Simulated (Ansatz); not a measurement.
Field gradients of SiO2 from run to run

Cell of run 1: a structure deposited in the COD, atoms as given.

Space group P4_12_12 (No. 92); a = 4.9780, c = 6.9480 Å.

```
site  Wyckoff  site symmetry       x       y       z
  Si       4a            ..2  0.3000  0.3000  0.0000
   O       8b              1  0.2398  0.1032  0.1784
```

One atom of each set is listed.

Relaxed positions (PBE, cell held):

Si (0.3043, 0.3043, 0.0000)
O (0.2368, 0.1149, 0.1844)

All runs are DFT with Ansatz 0.2.0 (plane waves and PAW, scalar-relativistic unless spin–orbit coupling is named, Γ-centred meshes, Fermi–Dirac smearing where given) in this cell.

Run 1: PBE, gradients read without the response of the cores, atoms as given; 420 eV, 5×5×4 k-points, smearing 0.02 eV.
Run 2: PBE, gradients read without the response of the cores, atoms relaxed; 420 eV, 5×5×4 k-points, smearing 0.02 eV.
Run 3: r2SCAN, gradients read without the response of the cores, at the relaxed atoms; 500 eV, 5×5×4 k-points, smearing 0.02 eV.

| run | Si V_zz (η) | O V_zz (η) |
| --- | --- | --- |
| 1 | -0.48 (0.83) | 9.46 (0.14) |
| 2 | ? | ? |
| 3 | -0.34 (0.79) | 9.69 (0.19) |

V_zz in 10²¹ V/m².

(1) Estimate the row of run 2.

## Answers

(1) Si: -0.34 (0.85); O: 9.77 (0.19). It lies nearest to run 3, from whose tensors on these sites it differs by 0.09 at most (largest principal value of the difference, on O). Taken one at a time, the positions of the atoms (as given or relaxed) move the tensors on these sites by up to 0.46 (largest principal value of the change, on O), the functional (r2SCAN with its higher cutoff) by 0.09 (O).

In runs 1, 3 the atoms aren't at the calculated equilibrium (largest force 0.44, 0.31 eV/Å). The cell isn't the equilibrium one in run 1 (calculated pressure 7 GPa), and the entry's cell may itself be off.
